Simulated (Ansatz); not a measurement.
Generalised stacking fault of Na (bcc, W type) on the {211} plane. The cell below holds the perfect crystal with the plane normal along z; tilting its third vector by the shift puts one fault into each cell, between planes 1.72 Å apart, at fixed cell height.

```yaml
crystal:
  lattice:
    - [3.65661, 0.00000, 0.00000]
    - [0.00000, 5.97122, 0.00000]
    - [0.00000, 0.00000, 10.34246]
  atoms:
    - { symbol: Na, position: [0.00000, 0.00000, 0.91667] }
    - { symbol: Na, position: [0.66667, 0.50000, 0.08333] }
    - { symbol: Na, position: [0.33333, 0.00000, 0.25000] }
    - { symbol: Na, position: [0.00000, 0.50000, 0.41667] }
    - { symbol: Na, position: [0.66667, 0.00000, 0.58333] }
    - { symbol: Na, position: [0.33333, 0.50000, 0.75000] }
```

In-plane vectors a = (3.657, 0.000) Å, b = (0.000, 5.971) Å, area 21.83 Å². The shift is s times the vector a (length 3.657 Å), so s = 1 restores the start. The shift is rigid: no atom relaxes. γ = [E(shift) − E(0)] / area.

The numbers are results of r2SCAN (plane waves to 500 eV, PAW, scalar-relativistic; Ansatz, a first-principles code), not measurements. k mesh 11×7×4 (Γ-centred), Fermi-Dirac smearing 0.05 eV. Energies are extrapolated to zero smearing. Stress and pressure are positive under compression. With partly filled bands, the k mesh leaves noise in γ, roughly 0.02 J/m² as judged from a few cases. Faults lie only 10.3 Å apart, and holding the cell height and the atoms raises γ above its relaxed value. Na was relaxed with its symmetry unable to fall. The PAW data are Ansatz's earlier set. γ is measured from zero shift.

| s | γ (meV/Å²) | σ normal to the fault (GPa) |
|---|---|---|
| 0.000 | 0 | 0.0 |
| 0.083 | 0 | -0.1 |
| 0.167 | 1 | -0.1 |
| 0.250 | 2 | 0.0 |
| 0.333 | 3 | 0.1 |
| 0.417 | 4 | 0.2 |
| 0.500 | 4 | 0.3 |
| 0.583 | 4 | 0.3 |
| 0.667 | 3 | 0.4 |
| 0.750 | 2 | 0.3 |
| 0.833 | 1 | 0.3 |
| 0.917 | 0 | 0.2 |

Derived quantities:

- Highest computed γ on the line = 0.07 J/m²
- Position of the highest point = s = 0.333 and s = 0.417 and s = 0.500 and s = 0.583

(The slope of γ gives the shear force per area between the displaced halves; near zero shift its curvature is an elastic stiffness.)
